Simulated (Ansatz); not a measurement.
La (dhcp type, space group P6_3/mmc)

```
La
1.0
    3.78558     0.00000     0.00000
   -1.89279     3.27841     0.00000
    0.00000     0.00000    12.03275
La
4
Direct
  0.00000   0.00000   0.00000
  0.00000   0.00000   0.50000
  0.33333   0.66667   0.25000
  0.66667   0.33333   0.75000
```

Equation-of-state scan: isotropic scaling of the cell above, V₀ being its volume. Symmetry pins the atoms to their sites.

Method: r2SCAN (plane waves to 500 eV, PAW, scalar-relativistic; Ansatz, a quantum-chemistry and plane-wave program). k mesh 14×14×4 (Γ-centred), Fermi-Dirac smearing 0.05 eV. Compression counts positive. La is run without spin polarisation. La was relaxed with its symmetry unable to fall.

At one point of the scan the stress tensor (GPa) is:

```
    1.5      0.0      0.0
    0.0      1.5      0.0
    0.0      0.0      1.5
```

Which point is it?
(A) V/V₀ = 0.980
(B) V/V₀ = 0.940
(C) V/V₀ = 0.960

B, V/V₀ = 0.940

(Under strain, the slope of the energy per volume gives the stress and its curvature an elastic modulus.)
